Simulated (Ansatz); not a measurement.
Input file for Ansatz (a program for electronic structure):

Ansatz 0.2 input:
```yaml
crystal:
  lattice:
    - [2.5375900747, 0.0, 0.0]
    - [-1.2687950373, 2.1976174691, 0.0]
    - [0.0, 0.0, 6.3635886339]
  atoms:
    - { symbol: B, position: [0.0, 0.0, 0.0035978808] }
    - { symbol: C, position: [0.3333333333, 0.6666666667, 0.1111922575] }
    - { symbol: C, position: [0.3333333333, 0.6666666667, 0.3463934171] }
    - { symbol: C, position: [0.6666666667, 0.3333333333, 0.4288111346] }
    - { symbol: C, position: [0.6666666667, 0.3333333333, 0.6719147834] }
    - { symbol: C, position: [0.0, 0.0, 0.7503835264] }
kpoints:
  mp_grid: { grid: [18, 18, 7] }
hamiltonian:
  xc: pbesol
  pseudopotentials: { kind: paw }
scf:
  occupations: { method: fermi_dirac, width: 0.1 }
phonons:
  method: dfpt
  response_accuracy: low
  eigenvectors: true
  rigid_motions: translations
```

Output (shortened):

```
Pseudopotential: B, paw, valence charge 3
Pseudopotential: C, paw, valence charge 4
Functional definition: PBEsol
Crystal: 6 atoms, lattice volume = 35.488 Å³
Basis set: ecut = 420 eV, 723 PW (Γ), exchange–correlation on 36×36×90 points (8 copies of the dense FFT grid, shifted against one another)
Bands: 18, of which v1, the nominal top of the filled ones, is band 12 counted from 1 (11 counted from 0)
Symmetry: 6 space group operations
k-points: 604 of 2268 (irreducible under 2 space group operations, time reversal used)
SCF iter   1: F=—  HF=-1385.258513 eV  |F-HF|=—  |Δ(HF+E_count)|=         —  Δρ=2.35e-2  dr2=6.72e-1  ethr=1.77e-3  ⟨swp⟩=5.4  Hψ=56029  notcnv=0
preconditioner: auto → none
SCF iter   2: F=—  HF=-1385.222102 eV  |F-HF|=—  |Δ(HF+E_count)|=   3.64e-2  Δρ=1.78e-2  dr2=5.07e-1  ethr=1.77e-3  ⟨swp⟩=1.0  Hψ=15704  notcnv=0
SCF iter   3: F=—  HF=-1385.128325 eV  |F-HF|=—  |Δ(HF+E_count)|=   9.38e-2  Δρ=4.74e-3  dr2=1.61e-2  ethr=1.77e-3  ⟨swp⟩=2.0  Hψ=14969  notcnv=0
SCF iter   4: F=—  HF=-1385.124060 eV  |F-HF|=—  |Δ(HF+E_count)|=   4.27e-3  Δρ=1.40e-3  dr2=1.09e-3  ethr=7.01e-5  ⟨swp⟩=2.1  Hψ=19703  notcnv=0  defer=776
SCF iter   5: F=—  HF=-1385.123815 eV  |F-HF|=—  |Δ(HF+E_count)|=   2.46e-4  Δρ=2.99e-4  dr2=1.99e-5  ethr=4.72e-6  ⟨swp⟩=2.3  Hψ=14571  notcnv=0  defer=782
SCF iter   6: F=—  HF=-1385.123814 eV  |F-HF|=—  |Δ(HF+E_count)|=   1.98e-7  Δρ=5.91e-5  dr2=1.09e-6  ethr=8.66e-8  ⟨swp⟩=2.4  Hψ=15085  notcnv=0  defer=782
SCF iter   7: F=—  HF=-1385.123814 eV  |F-HF|=—  |Δ(HF+E_count)|=   3.31e-8  Δρ=1.57e-5  dr2=4.90e-8  ethr=4.74e-9  ⟨swp⟩=2.2  Hψ=15196  notcnv=0  defer=782
SCF iter   8: F=—  HF=-1385.123814 eV  |F-HF|=—  |Δ(HF+E_count)|=   4.92e-9  Δρ=4.13e-6  dr2=1.45e-9  ethr=2.13e-10  ⟨swp⟩=2.6  Hψ=15425  notcnv=0  defer=782
SCF iter  10: F=-1385.123814 eV  HF=-1385.123814 eV  |F-HF|=2.27e-13  |Δ(HF+E_count)|=  1.68e-11  Δρ=3.21e-8  dr2=1.42e-13  ethr=1.00e-12  ⟨swp⟩=10.6  Hψ=48685  notcnv=0
SCF 1 converged in 10 iterations: F = -1385.123814 eV  dr2 = 1.42e-13
DFPT response loops at Γ: preconditioner auto → Kerker (q_TF=auto, 2.538 Å⁻¹) (partly filled bands, converged f_vac=0.000) …
SCF converged after 10 iterations
Free energy (F): -1385.123814 eV
Harris-Foulkes:  -1385.123814 eV  (|F-HF|=2.27e-13)
Internal energy: -1385.097977 eV  (E = F + TS)
E sigma→0 (E₀):  -1385.110896 eV
Entropy (-TS):   -0.025838 eV (-4.306 meV/atom)
Fermi energy:    11.501070 eV
--- Per-component energies (eV) ---
  E_band       = 88.615933
  E_kinetic    = 507.022133
  E_local      = -360.287184  (includes V_loc(G=0)·N_el)
  E_nonlocal   = 146.151907
  E_hartree    = 85.467840
  E_xc         = -273.694195
  E_vxc        = -339.030100  (∫ρ·V_xc dr)
  E_paw        = -551.838943  (= ΣΔE_a)
  E_vpaw       = -36.176541  (= ΣTr[D̂ρ^β])
  E_aug_tail   = 0.000039  (compensation charges beyond the density's cutoff)
  E_ewald      = -938.039788
  E_core_change = 0.120213  (= ΣΔE_core)
  E_smearing   = -0.025838  (= −TS)
  E_closure    = 0.000000  (closes the sum)
  Σ components = -1385.123814   (vs F -1385.123814, Δ=0.00e0)
  [band-id]    e_kinetic+e_local+e_nonlocal+2·e_hartree+e_vxc+e_vpaw+e_augmentation_tail = 88.615934   (vs E_band 88.615933, Δ=3.30e-7)
--- Band table (eV; the first three rows and the last of 604) ---
  k-point 0: bands = ["-8.5408", "-5.8778", "-3.9700", "3.1387", "3.9792", "9.8121", "9.8121", "11.0881", "11.0881", "12.4370", "14.0747", "14.0747", "18.3573", "18.3573", "18.4489", "20.4103", "20.4103", "20.7208"]
  k-point 1: bands = ["-8.5135", "-6.0634", "-3.6680", "2.1255", "5.0701", "9.7995", "9.7995", "11.1264", "11.1264", "12.0463", "14.0079", "14.0079", "18.4841", "18.4841", "18.6862", "20.3518", "20.3518", "20.6797"]
  k-point 2: bands = ["-8.4457", "-6.3928", "-3.0007", "0.9173", "6.5191", "9.7729", "9.7729", "11.0676", "11.2125", "11.2125", "13.8571", "13.8571", "18.8020", "18.8020", "19.2098", "20.1799", "20.1799", "20.5510"]
  k-point 603: bands = ["-4.1365", "-1.9544", "0.0730", "1.3794", "2.3363", "4.2212", "4.7923", "5.5324", "6.3241", "7.2567", "8.2360", "9.8280", "18.7130", "19.7454", "20.7964", "21.9485", "22.7750", "24.2616"]
--- Phonons (Γ-DFPT): 12 representative perturbations + reference, on 604 of 2268 k-points (Σ response iterations 30) ---
  ASR residual: 1.207e-4 → 0.000e0 eV/Å²; symmetrization residual: 3.965e-5 eV/Å²
  ASR residual per site (eV/Å²): 1.90e-5 1.21e-4 2.16e-5 7.81e-5 1.49e-5 4.88e-5
  Γ frequencies (cm⁻¹): 0.00 0.00 0.00 433.39 433.39 466.15 466.15 731.40 731.40 754.38 862.12 1014.15 1072.63 1072.63 1115.35 1115.35 1146.85 1200.11
  non-analytic LO–TO correction: not included (Born effective charges unavailable; polar crystals: no LO–TO splitting at Γ)
```

Cost: about 6 core-minutes (a rough figure) on shared cores.

Space group P3m1. The start of the workflow was typed in or built on a structure type; the Crystallography Open Database copy checked does not list it. Whether it is the stable phase at ambient conditions was not checked. Symmetry was held in the PBEsol relaxation; whether a distortion lowers the energy is not shown. Its formation energy is positive at this level, so the cell may be metastable or incomplete. As this level gives no gap, phonon frequencies hold no LO–TO term and depend on the k-mesh and smearing (Fermi–Dirac, 0.1 eV here).

Potentials: the later of the program's two PAW sets.

Ansatz is a plane-wave DFT program.
